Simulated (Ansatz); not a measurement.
Q: Name crystals whose computed values (PBEsol (plane waves, PAW; program Ansatz)) fall in these windows: Θ_D (K) 310 to 370; B₀ by P(V) fit (GPa) 160 to 210; highest Γ mode, no LO–TO term (cm⁻¹) 230 to 310.

A: 

```json
[
 {"crystal": "V3Ga, A15 (Cr3Si type)", "Θ_D (K)": "342", "B₀ by P(V) fit (GPa)": "185", "highest Γ mode, no LO–TO term (cm⁻¹)": "264"},
 {"crystal": "Cu3Pt, Cu3Au type", "Θ_D (K)": "325", "B₀ by P(V) fit (GPa)": "198", "highest Γ mode, no LO–TO term (cm⁻¹)": "240"},
 {"crystal": "Cu3Pd, Cu3Au type", "Θ_D (K)": "351", "B₀ by P(V) fit (GPa)": "177", "highest Γ mode, no LO–TO term (cm⁻¹)": "250"}
]
```
Others may fit too.

Standing as an ambient phase not checked: V3Ga, A15 (Cr3Si type); Cu3Pt, Cu3Au type; Cu3Pd, Cu3Au type. Began spin-polarised and lost the moments: V3Ga, A15 (Cr3Si type). All cells were relaxed under the symmetry of their starts (and spin orders); stability against distortions was not tested throughout. Rows with no word on spin ran without spin polarisation. Scalar-relativistic: spin–orbit coupling is off unless named, which matters more the heavier the elements.

Potentials: the later of the program's two PAW sets.
